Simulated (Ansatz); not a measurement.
PbTe (rock salt)

```
PbTe
1.0
    0.00000     3.28470     3.28470
    3.28470     0.00000     3.28470
    3.28470     3.28470     0.00000
Te Pb
1 1
Direct
  0.00000   0.00000   0.00000
  0.50000   0.50000   0.50000
```

E(V) scan at fixed shape, V₀ the volume above. Symmetry pins the atoms to their sites.

Level of theory: PBE (plane waves to 420 eV, PAW, scalar-relativistic; Ansatz, a program for electronic structure). k mesh 9×9×9 (Γ-centred), Fermi-Dirac smearing 0.05 eV. Compression counts positive. PbTe was relaxed with its symmetry unable to fall. Spin-orbit coupling is left out, though Pb and Te are heavy. The PAW data are Ansatz's earlier set.

At one point of the scan the stress tensor (GPa) is:

```
  -3.53     0.00     0.00
   0.00    -3.53     0.00
   0.00     0.00    -3.53
```

Which point is it?
A. V/V₀ = 1.160
B. V/V₀ = 1.128
C. V/V₀ = 1.032
D. V/V₀ = 1.064

B, V/V₀ = 1.128

(A scan under strain: stresses follow from slopes of the energy per volume, elastic moduli from its curvatures.)
